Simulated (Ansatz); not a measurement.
## Is this ZrTa2N4 structure a true minimum?

The cell was found from a structure generator's guess, not taken from experiment.

The calculation used Ansatz 0.2.0, DFT PBE, scalar-relativistic, plane waves, PAW. Settings: cutoff 420 eV, Γ-centred mesh 6×10×6 on the computed 7-atom cell, Gaussian smearing of 0.10 eV; no spin polarisation.

The cell below (7 atoms, space group Pm (No. 6)) is relaxed within its symmetry.

```
Zr Ta N
1.0
     5.33157    0.00000   -0.00186
     0.00000    3.09444    0.00000
    -1.97363    0.00000    5.31543
Zr Ta N
1 2 4
Direct
  0.68536 0.50000 0.51580
  0.01699 0.00000 0.04948
  0.47598 0.50000 0.95480
  0.43456 0.00000 0.21713
  0.89239 0.50000 0.22004
  0.59188 0.00000 0.75644
  0.07284 0.50000 0.79631
```

For the test it was strained at random (σ = 1.5 % a component), the atoms were moved at random (σ = 0.15 Å), and all was relaxed again on a coarse 8×4×4 mesh (in the run’s order of axes) with 0.20 eV smearing, with no symmetry imposed.

Spin–orbit coupling, which can matter for Ta, is left out.

Q: What happens?

A: It returns, within 1 meV/atom of the unmoved cell on that mesh and with the same symmetry when read at 0.1 Å. No instability shows in this cell; modes of other wave vectors, which need another repeat, aren't tested.
